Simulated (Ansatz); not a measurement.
## An elastic constant from a strain scan in Ge

The calculation used Ansatz, DFT r2SCAN, scalar-relativistic, plane waves, PAW. Cutoff 500 eV, Γ-centred 10×10×10 k-points, Gaussian smearing of 0.05 eV. No spin polarisation. Energies are free energies at this smearing, counted from the undisturbed cell; pressure is positive in compression.

The starting cell (as given, not relaxed at this level; it stands at 0.7 GPa):

```
Ge
1.0
     0.00000    2.82877    2.82877
     2.82877    0.00000    2.82877
     2.82877    2.82877    0.00000
Ge
2
Cartesian
  2.8288 2.8288 2.8288
  4.2432 4.2432 4.2432
```

The cell is strained by ε times the Voigt pattern (1, -1, 0, 0, 0, 0) (xx, yy, zz, yz, xz, xy; engineering shear) with fractional coordinates fixed. The cell holds 2 atoms in V0 = 45.27 Å³. The stress column is τ = (1/V0) dE/dε, got from the stress tensor σ (compression positive) at each point as −det(1 + εP) σ : P(1 + εP)⁻¹, with P the pattern as a tensor.

| ε | ΔE (meV/atom) | τ (GPa) |
| --- | --- | --- |
| -0.0875 | 87.549 | -13.198 |
| -0.0750 | 65.317 | -11.921 |
| -0.0625 | 45.703 | -10.232 |
| -0.0500 | 29.401 | -8.218 |
| -0.0250 | 7.406 | -4.191 |
| 0.0000 | 0.000 | 0.000 |
| 0.0250 | 7.406 | 4.191 |
| 0.0500 | 29.401 | 8.218 |
| 0.0625 | 45.703 | 10.232 |
| 0.0750 | 65.317 | 11.921 |
| 0.0875 | 87.549 | 13.198 |
| 0.1000 | ? | ? |

Task: Which combination of elastic constants does this scan measure, and how large is it?

Result: For small ε, τ = τ0 + Kε with K = pᵀCp, which for this pattern is 2(C11 − C12) in the cubic axes. The parabola through τ at ε = -0.0250, 0 and 0.0250 has slope K = 168 GPa at zero. The energies per cell, E = NΔE, of the same two points give K = 2[E(ε₊)/ε₊ − E(ε₋)/ε₋]/[(ε₊ − ε₋)V0] = 168 GPa, in agreement.

Task: Predict the withheld row at ε = 0.1000 from the harmonic law, and compare.

Result: ΔE = V0(τ0 ε + Kε²/2)/N = 118.429 meV/atom and τ = 16.77 GPa. The calculation gives 112.254 meV/atom and 14.83 GPa: the energy lies 5 % below the harmonic value.

The gap closes along the scan, which can put kinks into the curve.